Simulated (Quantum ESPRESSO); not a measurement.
Al2Ag2Hf3In, input and log of a self-consistent run

Simulated, not a measurement. The program is pw.x of Quantum ESPRESSO 7.5 (plane-wave density functional theory). The cell is made up: eight metal atoms on a face-centred cubic lattice, with elements, volume, strain and displacements drawn at random and not relaxed, so it may be unstable or far from any real phase. PseudoDojo standard norm-conserving files set the functional (PBE unless stated); there is no spin polarisation or spin-orbit coupling, the Fermi-Dirac width of 0.25 eV means electrons at about 2900 K, and the masses in the input are unused placeholders. Heavy elements are run without spin-orbit coupling, which real alloys of them have. A spin test at this wide smearing found no moment, but such smearing suppresses magnetism that the real alloy may have.

Input:

```
&control calculation='scf', pseudo_dir='./dojo.nc.sr.pbe.v0_5.standard.upf', outdir='./o', disk_io='minimal', tprnfor=.true., tstress=.true. /
&system ibrav=0, nat=8, ntyp=4, nbnd=59, ecutwfc=82.02448710, nosym=.true., tot_charge=0,
 occupations='smearing', smearing='fd', degauss=0.0183746611
/
&electrons conv_thr=1.470e-08, electron_maxstep=70, mixing_beta=0.5 /
ATOMIC_SPECIES
Ag 1.0 Ag.upf
Al 1.0 Al.upf
Hf 1.0 Hf.upf
In 1.0 In.upf
CELL_PARAMETERS angstrom
0.0081 2.2048 2.2409
-4.3542 2.1307 -2.1831
-4.4975 -6.568 6.6601
ATOMIC_POSITIONS angstrom
Al -0.0922 0.1804 -0.0022
Ag -4.5766 -4.478 4.4598
Hf -4.338 -2.2641 2.2076
Al -4.3476 -0.0669 0.0294
Hf -2.32 -2.2333 4.4788
In -2.1533 -0.0517 2.3142
Ag -2.1125 2.1012 -0.0001
Hf -6.6692 -2.1975 4.4569
K_POINTS automatic
7 5 3 1 1 1
```

The log is shortened where brackets say so; the opening notice, blank lines, dates and the lines on written files are dropped, and the path of the files is cut. It prints rydbergs, bohrs and kilobars, and counts compression as positive stress. Its total energy is the free energy E - TS of the whole cell.

```
     Program PWSCF v.7.5
     Parallel version (MPI & OpenMP), running on       4 processor cores
     Number of MPI processes:                 4
     Threads/MPI process:                     1
     [start-up lines left out]
     bravais-lattice index     =            0
     lattice parameter (alat)  =       5.9407  a.u.
     unit-cell volume          =    1154.9422 (a.u.)^3
     number of atoms/cell      =            8
     number of atomic types    =            4
     number of electrons       =        93.00
     number of Kohn-Sham states=           59
     kinetic-energy cutoff     =      82.0245  Ry
     charge density cutoff     =     328.0979  Ry
     scf convergence threshold =      1.5E-08
     mixing beta               =       0.5000
     number of iterations used =            8  plain     mixing
     Exchange-correlation= PBE
                           (   1   4   3   4   0   0   0)
     [axes and pseudopotential details left out]
   Cartesian axes
     site n.     atom                  positions (alat units)
         1        Al     tau(   1) = (  -0.0293285   0.0573846  -0.0006998  )
         2        Ag     tau(   2) = (  -1.4558011  -1.4244368   1.4186474  )
         3        Hf     tau(   3) = (  -1.3799032  -0.7202026   0.7022301  )
         4        Al     tau(   4) = (  -1.3829570  -0.0212807   0.0093520  )
         5        Hf     tau(   5) = (  -0.7379842  -0.7104052   1.4246912  )
         6        In     tau(   6) = (  -0.6849575  -0.0164456   0.7361393  )
         7        Ag     tau(   7) = (  -0.6719792   0.6683847  -0.0000318  )
         8        Hf     tau(   8) = (  -2.1214501  -0.6990174   1.4177249  )
     number of k points=    53  Fermi-Dirac smearing, width (Ry)=  0.0184
                       cart. coord. in units 2pi/alat
        k(    1) = (  -0.0835554   0.0397254   0.0614218), wk =   0.0380952
        k(    2) = (   0.0338568   0.1589948  -0.0563506), wk =   0.0380952
     [further k points left out]
     Dense  grid:   115845 G-vectors     FFT dimensions: (  36,  60, 120)
     Estimated max dynamical RAM per process >     380.29 MB
     Estimated total dynamical RAM >       1.40 GB
     Initial potential from superposition of free atoms
     starting charge      92.9847, renormalised to      93.0000
     Starting wfcs are   67 randomized atomic wfcs
     total cpu time spent up to now is        5.9 secs
     per-process dynamical memory:   302.4 Mb
     Self-consistent Calculation
     iteration #  1     ecut=    82.02 Ry     beta= 0.50
     Davidson diagonalization with overlap
     ethr =  1.00E-02,  avg # of iterations =  2.7
     total cpu time spent up to now is       18.1 secs
     total energy              =   -1099.11107999 Ry
     estimated scf accuracy    <       2.56201552 Ry
     iteration #  2     ecut=    82.02 Ry     beta= 0.50
     Davidson diagonalization with overlap
     ethr =  2.75E-03,  avg # of iterations =  5.9
     total cpu time spent up to now is       34.4 secs
     total energy              =   -1097.56125467 Ry
     estimated scf accuracy    <      53.57683156 Ry
     iteration #  3     ecut=    82.02 Ry     beta= 0.50
     Davidson diagonalization with overlap
     ethr =  2.75E-03,  avg # of iterations =  6.2
     total cpu time spent up to now is       50.3 secs
     total energy              =   -1100.65517614 Ry
     estimated scf accuracy    <       0.59551260 Ry
     iteration #  4     ecut=    82.02 Ry     beta= 0.50
     Davidson diagonalization with overlap
     ethr =  6.40E-04,  avg # of iterations =  6.0
     total cpu time spent up to now is       63.8 secs
     total energy              =   -1100.71298612 Ry
     estimated scf accuracy    <       0.13148487 Ry
     iteration #  5     ecut=    82.02 Ry     beta= 0.50
     Davidson diagonalization with overlap
     ethr =  1.41E-04,  avg # of iterations =  5.8
     total cpu time spent up to now is       77.0 secs
     total energy              =   -1100.71346851 Ry
     estimated scf accuracy    <       0.20498844 Ry
     [iterations 6 to 10 left out]
     iteration # 11     ecut=    82.02 Ry     beta= 0.50
     Davidson diagonalization with overlap
     ethr =  7.87E-08,  avg # of iterations =  2.0
     total cpu time spent up to now is      148.8 secs
     total energy              =   -1100.72999705 Ry
     estimated scf accuracy    <       0.00002092 Ry
     iteration # 12     ecut=    82.02 Ry     beta= 0.50
     Davidson diagonalization with overlap
     ethr =  2.25E-08,  avg # of iterations =  1.4
     total cpu time spent up to now is      158.9 secs
     total energy              =   -1100.72999903 Ry
     estimated scf accuracy    <       0.00000024 Ry
     iteration # 13     ecut=    82.02 Ry     beta= 0.50
     Davidson diagonalization with overlap
     ethr =  2.63E-10,  avg # of iterations =  5.3
     total cpu time spent up to now is      173.3 secs
     total energy              =   -1100.72999915 Ry
     estimated scf accuracy    <       0.00000010 Ry
     iteration # 14     ecut=    82.02 Ry     beta= 0.50
     Davidson diagonalization with overlap
     ethr =  1.10E-10,  avg # of iterations =  2.0
     total cpu time spent up to now is      183.8 secs
     total energy              =   -1100.72999916 Ry
     estimated scf accuracy    <       0.00000003 Ry
     iteration # 15     ecut=    82.02 Ry     beta= 0.50
     Davidson diagonalization with overlap
     ethr =  2.88E-11,  avg # of iterations =  2.1
     total cpu time spent up to now is      194.5 secs
     End of self-consistent calculation
     [lines on levels left out]
!    total energy              =   -1100.72999915 Ry
     estimated scf accuracy    <       0.00000001 Ry
     smearing contrib. (-TS)   =      -0.09391440 Ry
     internal energy E=F+TS    =   -1100.63608475 Ry
     The total energy is F=E-TS. E is the sum of the following terms:
     one-electron contribution =    -588.14976909 Ry
     hartree contribution      =     332.05503194 Ry
     xc contribution           =    -222.21550454 Ry
     ewald contribution        =    -622.32584305 Ry
     convergence has been achieved in  15 iterations
     Forces acting on atoms (cartesian axes, Ry/au):
     atom    1 type  2   force =     0.01373470   -0.00732324   -0.00198513
     atom    2 type  1   force =     0.00337185    0.00769232   -0.00281570
     atom    3 type  3   force =    -0.04226591    0.01420245    0.00008549
     atom    4 type  2   force =    -0.00514340   -0.00231017    0.00347230
     atom    5 type  3   force =     0.02108515   -0.01018896    0.00023165
     atom    6 type  4   force =     0.01572851    0.01544191   -0.01922897
     atom    7 type  1   force =    -0.01225326    0.00184505    0.00196503
     atom    8 type  3   force =     0.00574236   -0.01935937    0.01827531
     Total force =     0.068263     Total SCF correction =     0.000709
     Computing stress (Cartesian axis) and pressure
          total   stress  (Ry/bohr**3)                   (kbar)     P=      -36.00
  -0.00027852  -0.00012531   0.00009987          -40.97      -18.43       14.69
  -0.00012531  -0.00019366  -0.00001649          -18.43      -28.49       -2.43
   0.00009987  -0.00001649  -0.00026208           14.69       -2.43      -38.55
     init_run     :      5.56s CPU      5.78s WALL (       1 calls)
     electrons    :    187.72s CPU    188.64s WALL (       1 calls)
     forces       :      2.21s CPU      2.24s WALL (       1 calls)
     stress       :      7.50s CPU      7.70s WALL (       1 calls)
     [timing details left out]
     PWSCF        :   3m23.07s CPU   3m24.49s WALL
     JOB DONE.
```

In other units: free energy -14976.195 eV for the cell, pressure -3.60 GPa, largest force component 1.087 eV/Å in size. The run took 206 s of wall time with four MPI processes on a shared machine (Intel Xeon, 2023 or later, virtual cores), so the time is rough. A rerun of this cell at a higher cutoff and on a denser mesh moved values by no more than 0.009 eV in energy, 0.06 GPa in stress and 0.017 eV/Å in force, and a second program with other atomic files agreed on that cell to 2 % rms in force and 0.5 GPa in pressure.